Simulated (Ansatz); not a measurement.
A geometry of Bi away from equilibrium: step 4 of the relaxation of a relaxed Bi cell displaced along its unstable phonon at q = Γ (48i cm⁻¹), largest move 0.15 Å. Method: PBEsol (plane waves to 420 eV, PAW, scalar-relativistic; Ansatz, a first-principles code). Γ-centred k-mesh 7×7×5 on the run's cell (coarser than for final values), Fermi–Dirac smearing 0.05 eV.

```xyz
4
Lattice="5.2475 0.0000 0.0000 -2.6237 4.5444 0.0000 0.0000 0.0000 6.4092" Properties=species:S:1:pos:R:3:forces:R:3 pbc="T T T" free_energy=-48977.005 pressure_GPa=0.3
Bi     0.0000     0.0000     4.9418    0.0000    0.0000   -0.2751
Bi     0.0000     0.0000     1.4674    0.0000    0.0000    0.2751
Bi     0.0000     3.0296     4.0586    0.0000    0.0000   -0.0452
Bi     2.6237     1.5148     2.3506    0.0000    0.0000    0.0452
```

Positions in Å, forces in eV/Å, free energy of the cell in eV (comparable only within this code, potentials and settings). Largest force: 0.28 eV/Å, on Bi1, Bi2 (atoms numbered as listed); the geometry lies 0.13 eV/atom above the end of its relaxation.

No spin polarisation in the result.

The run could not lose the symmetry of its start, so the end can be a saddle point.

The end of the path is a generated cell of Bi: the first start was made by placing the elements on the sites of a structure type, and the end was not matched to a known phase here, so it may be hypothetical. Known forms of Bi include space group No. 166.
